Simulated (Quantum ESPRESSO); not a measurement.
## InTaMo6 (a guest atom moved from site to site)

A calculation, not a measurement. The program is pw.x of Quantum ESPRESSO 7.5 (plane-wave density functional theory). The cell is made up: eight metal atoms on a face-centred cubic lattice, with elements, volume, strain and displacements drawn at random and not relaxed, so it may be unstable or far from any real phase. PseudoDojo standard norm-conserving files set the functional (PBE unless stated); there is no spin polarisation or spin-orbit coupling, the Fermi-Dirac width of 0.25 eV means electrons at about 2900 K, and the masses in the input are unused placeholders. Heavy elements are run without spin-orbit coupling, which real alloys of them have. A spin test at this wide smearing found no moment, but such smearing suppresses magnetism that the real alloy may have.

The runs move one Ta atom among sites that otherwise hold Mo. Cell, positions, cutoff, mesh and smearing stay as in the input of run 1; sites are counted in its order. Stress in the tables is positive in tension.

Input of run 1:

```
&control calculation='scf', pseudo_dir='./dojo.nc.sr.pbe.v0_5.standard.upf', outdir='./o', disk_io='minimal', tprnfor=.true., tstress=.true. /
&system ibrav=0, nat=8, ntyp=3, nbnd=72, ecutwfc=79.96652505, nosym=.true., tot_charge=0,
 occupations='smearing', smearing='fd', degauss=0.0183746611
/
&electrons conv_thr=1.470e-08, electron_maxstep=70, mixing_beta=0.5 /
ATOMIC_SPECIES
In 1.0 In.upf
Mo 1.0 Mo.upf
Ta 1.0 Ta.upf
CELL_PARAMETERS angstrom
0.034 2.1164 2.0891
-0.0003 4.2438 -4.1892
-8.2026 -2.1897 2.0263
ATOMIC_POSITIONS angstrom
In 0.0371 0.065 0.0064
Ta -4.0945 -0.056 0.0302
Mo -0.0339 2.082 -2.1635
Mo -4.1485 1.981 -2.0909
Mo -6.1826 -0.0715 2.0495
Mo -1.975 2.0647 -0.0532
Mo -6.0812 2.0834 -0.0283
Mo -2.0366 4.1375 -2.1291
K_POINTS automatic
8 4 3 1 1 1
```

```
run  elements on sites 1 to 8  free energy less that of run 1 (eV)  -TS (eV)  pressure (GPa)  stress xx (GPa)  stress yy (GPa)  stress zz (GPa)  stress yz (GPa)  stress xz (GPa)  stress xy (GPa)  iterations
  1   In Ta Mo Mo Mo Mo Mo Mo                                0.000    -2.130          -11.62            11.53            11.26            12.08            -1.81             0.44             0.72          22
  2   In Mo Ta Mo Mo Mo Mo Mo                               -0.028    -2.059          -11.95            13.88            10.65            11.33            -1.12             0.66             0.63          21
  3   In Mo Mo Mo Ta Mo Mo Mo                                0.060    -2.087          -11.83            11.85            11.43            12.22            -1.80             1.08             0.04          20
  4   In Mo Mo Mo Mo Ta Mo Mo                                0.044    -2.092          -11.82            11.84            11.23            12.39            -1.77             0.11             1.08          24
  5   In Mo Mo Mo Mo Mo Ta Mo                                0.048    -2.097          -11.79            11.78            11.39            12.20            -1.89             0.13             1.04          26
  6   In Mo Mo Mo Mo Mo Mo Ta                               -0.011    -2.102          -11.92            12.14            11.59            12.03            -1.88             0.96             0.33          21
```

Forces Fx Fy Fz (eV/Å):

| site | run 1 | run 2 | run 3 | run 4 | run 5 | run 6 |
| --- | --- | --- | --- | --- | --- | --- |
| 1 | -0.26 -0.75 0.30 | -0.27 -0.75 0.35 | -0.79 -0.99 0.55 | 0.18 -0.98 0.47 | -0.66 -0.59 0.14 | 0.07 -0.64 0.12 |
| 2 | 0.17 -0.22 0.17 | 0.09 -0.14 0.11 | 0.53 0.06 -0.09 | -0.26 -0.31 0.30 | 0.57 -0.38 0.40 | -0.31 0.03 -0.10 |
| 3 | 0.20 0.00 0.09 | 0.38 0.10 0.11 | -0.12 0.12 0.03 | 0.65 0.14 0.00 | -0.13 -0.04 0.24 | 0.66 -0.09 0.25 |
| 4 | 0.19 0.20 -0.20 | 0.17 0.21 -0.16 | 0.63 0.02 0.02 | -0.23 0.40 -0.39 | 0.76 0.45 -0.39 | -0.20 -0.02 0.05 |
| 5 | 0.73 0.37 -0.50 | 1.35 0.31 -0.51 | 1.25 0.59 -0.80 | 1.15 0.55 -0.72 | 1.02 0.54 -0.69 | 1.07 0.54 -0.70 |
| 6 | -0.69 0.59 -0.29 | -1.31 0.23 0.07 | -1.07 0.53 -0.21 | -1.18 0.45 -0.08 | -0.96 0.48 -0.21 | -0.97 0.39 -0.10 |
| 7 | -0.18 -0.09 0.04 | 0.46 -0.19 0.02 | 0.13 -0.27 0.23 | 0.21 -0.33 0.28 | 0.02 -0.39 0.21 | 0.29 -0.35 0.30 |
| 8 | -0.16 -0.10 0.39 | -0.87 0.24 0.01 | -0.55 -0.07 0.27 | -0.52 0.08 0.13 | -0.62 -0.07 0.30 | -0.60 0.14 0.19 |

The sites are displaced and not relaxed, so the energy differences mix bonding between neighbours with strain and are not ordering energies. A rerun of one cell of this series at a higher cutoff and on a denser mesh moved values by no more than 0.015 eV in energy, 0.02 GPa in stress and 0.006 eV/Å in force, and a second program with other atomic files agreed on that cell to 2 % rms in force and 0.5 GPa in pressure.